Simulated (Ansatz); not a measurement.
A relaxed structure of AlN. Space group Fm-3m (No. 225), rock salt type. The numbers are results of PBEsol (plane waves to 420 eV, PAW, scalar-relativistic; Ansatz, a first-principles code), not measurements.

```xyz
2
Lattice="0.0000 2.0226 2.0226 2.0226 0.0000 2.0226 2.0226 2.0226 0.0000" Properties=species:S:1:pos:R:3 pbc="T T T"
Al     2.0226     2.0226     2.0226
N      0.0000     0.0000     0.0000
```

```json
{
  "volume_per_atom": "8.27 Å³",
  "band_gap": "4.55 eV, indirect (valence top at Γ, conduction bottom at X) (no spin-orbit coupling)",
  "smallest_direct_gap": "5.63 eV at Γ",
  "shortest_distances": "Al–N 2.02 Å; Al–Al 2.86 Å; N–N 2.86 Å",
  "k-mesh": "14×14×14"
}
```

No spin polarisation in the result.

The run could not lose the symmetry of its start; a randomly shaken copy of 4 atoms returns to this structure.

The relaxed structure has the type that AlN is known to take under pressure; here it was relaxed at zero pressure, from a generated start.
